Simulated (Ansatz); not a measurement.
## AlRu under strain: Field gradients at the nuclei

The cell is a COD entry, relaxed with PBE at fixed cell and then changed (z compressed by 1 %, ions relaxed).

```
Al Ru
1.0
     2.99160    0.00000    0.00000
     0.00000    2.99160    0.00000
     0.00000    0.00000    2.96168
Al Ru
1 1
Direct
  0.00000 0.00000 0.00000
  0.50000 0.50000 0.50000
```

Sites (sets of like atoms) are named by element and the number of their first atom in this list.

All values are calculated (Ansatz; DFT, PBE, plane waves and PAW, scalar-relativistic, 420 eV cutoff, Γ-centred 16×16×16 k-points, Fermi–Dirac smearing 0.05 eV), not measured.

Conventions: |V_zz| ≥ |V_yy| ≥ |V_xx|, η = (V_xx − V_yy)/V_zz, C_Q = eQV_zz/h.

Al-27: I = 5/2, Q = 146.6 mb; ⁹⁹Ru: I = 5/2, Q = 79.00 mb. Nuclear quadrupole moments: year-2017 set (Pyykkö).

Q: Which values are expected at the nuclei?

A: 

| site | atoms (order as listed) | first shell | V_zz (10²¹ V/m²) | η | C_Q (MHz) |
| --- | --- | --- | --- | --- | --- |
| Al | 1 | 8 Ru at 2.58 Å, 6 Al at 2.96–2.99 Å | -0.008 | 0.00 | -0.028 |
| Ru | 2 | 8 Al at 2.58 Å, 6 Ru at 2.96–2.99 Å | -0.45 | 0.00 | -0.851 |

An axis of threefold or higher order runs through Al and Ru, so V_zz lies along it and η is zero.

With no gap above 0.1 eV, as in a metal, the gradients converge slowly in k; expect changes of a tenth or more on a denser mesh. Without spin–orbit coupling (the program notes it for Ru) the gradients can shift somewhat, as the gap is small. With these PAW files V_zz is typically within 2 to 3 % of all-electron values, but misses above 10 % occur on Ru.

The relaxation (1 step) took 6.1 s of wall time (6.1 s of CPU time) and 0.49 GiB at its peak, on 1 thread of Intel Xeon 6975P-C (Granite Rapids) (x86_64; 16 cores open to the job, memory cap 3.0 GiB, no GPU), a shared host with a load of 0.5 a core.
